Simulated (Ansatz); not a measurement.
Input:

Relaxed InP (zinc blende):

```xyz
4
Lattice="0.0000 5.9595 5.9595 2.9798 0.0000 2.9798 2.9798 2.9798 0.0000" Properties=species:S:1:pos:R:3 pbc="T T T"
P      4.4696     4.4696     4.4696
P      4.4696     7.4494     7.4494
In     0.0000     0.0000     0.0000
In     2.9798     2.9798     5.9595
```

The atoms are displaced by Q × the pattern below (from a DFPT mode at L = (0.5, 0.0, 0.0), largest move 1; Q in Å), at fixed cell. (q is in reciprocal vectors of the primitive cell; the cell shown is doubled to hold the pattern.)

```
atom       x       y       z
----  ------  ------  ------
P1     0.577  -0.577  -0.577
P2    -0.577   0.577   0.577
In3   -0.036   0.036   0.036
In4    0.036  -0.036  -0.036
```

Level of theory: PBE (plane waves to 420 eV, PAW, scalar-relativistic; Ansatz, a quantum-chemistry and plane-wave program). k mesh 5×10×10 (Γ-centred), Fermi-Dirac smearing 0.05 eV. E stands for the smeared free energy. InP was relaxed with its symmetry unable to fall. The zero of ΔE is the undisplaced structure.

The scan covers Q from -0.180 to 0.180 Å in 13 points.

Problem. Which space group does the distorted structure have?

Solution. R3m (No. 160), lowered from F-43m.

Problem. What is the energy change at Q = 0.180 Å?

Solution. 371 meV/cell.

Problem. What harmonic wavenumber does the curvature at Q = 0 give?

Solution. 312 cm⁻¹.

(For displaced atoms, the force is minus the slope of the energy, and its curvature is a force constant, which sets phonon frequencies.)
